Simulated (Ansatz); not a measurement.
Ge in space group P6_3/mmc (No. 194; Ge on 4f) under volume change, PBEsol in the plane-wave PAW code Ansatz, shape and atoms relaxed at each volume.

```json
[
 {"V (Å³/atom)": "20.762", "E − E(relaxed) (meV/atom)": "46.4", "P (GPa)": "7.95"},
 {"V (Å³/atom)": "21.447", "E − E(relaxed) (meV/atom)": "[?]", "P (GPa)": "[?]"},
 {"V (Å³/atom)": "22.131", "E − E(relaxed) (meV/atom)": "4.5", "P (GPa)": "2.19"},
 {"V (Å³/atom)": "22.815", "E − E(relaxed) (meV/atom)": "0.0", "P (GPa)": "0.00"},
 {"V (Å³/atom)": "23.500", "E − E(relaxed) (meV/atom)": "[?]", "P (GPa)": "[?]"},
 {"V (Å³/atom)": "24.184", "E − E(relaxed) (meV/atom)": "15.5", "P (GPa)": "-3.44"},
 {"V (Å³/atom)": "24.869", "E − E(relaxed) (meV/atom)": "33.1", "P (GPa)": "-4.76"}
]
```

### Question
Fill in the missing entries.

### Answer

- 23.500, E − E(relaxed) (meV/atom): 4.1
- 23.500, P (GPa): -1.87
- 21.447, E − E(relaxed) (meV/atom): 19.3
- 21.447, P (GPa): 4.83

### Question
What does a third-order Birch–Murnaghan fit give for V₀, B₀ and B′?

### Answer
V₀ = 22.81 Å³/atom, B₀ = 67.6 GPa, B′ = 4.7.

The first step of the workflow began from a Materials Project structure, measured or hypothetical; the Crystallography Open Database copy checked does not list it. It is not the phase usual at ambient conditions (space group No. 227). The PBEsol relaxation kept the symmetry of its start; of distortions, only those at the zone centre were tested.

Potentials: the earlier of the program's two PAW sets.
